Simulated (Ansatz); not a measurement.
Here is the system:

Te2Pd:
```xyz
3
Lattice="1.9443 1.1226 5.6341 -1.9443 1.1226 5.6341 0.0000 -2.2451 5.6341" Properties=species:S:1:pos:R:3 pbc="T T T"
Pd     0.0000     0.0000     0.0000
Te     0.0000     0.0000     4.2113
Te     0.0000     0.0000    12.6910
```

This is the LDA-relaxed structure.

Q: All from plane-wave PAW LDA (Ansatz code), unless another level is named. Predict the electronic character.

A: metallic (no gap).

Q: Predict the density of states at the Fermi level.

A: 0.49 states/eV per atom (mean over ±0.08 eV).

Q: Predict the formation energy from the elements (no fitted shifts).

A: -0.29 eV/atom.

Space group R-3m. A made-up cell: these elements were put on the sites of a structure type; neither database checked (COD, Materials Project) lists it. COD files the formula under space group No. 164. Whether it is the stable phase at ambient conditions was not checked. The LDA relaxation kept the symmetry of its start; whether a distortion lowers the energy is not shown. No spin polarisation was allowed. A crystal of weakly bound layers computed without a dispersion correction: the cell and the soft elastic constants depend strongly on that. The references are the lowest solids computed at this level, not always the standard phases. Spin–orbit coupling is left out wherever it is not named.

Potentials: the later of the program's two PAW sets.
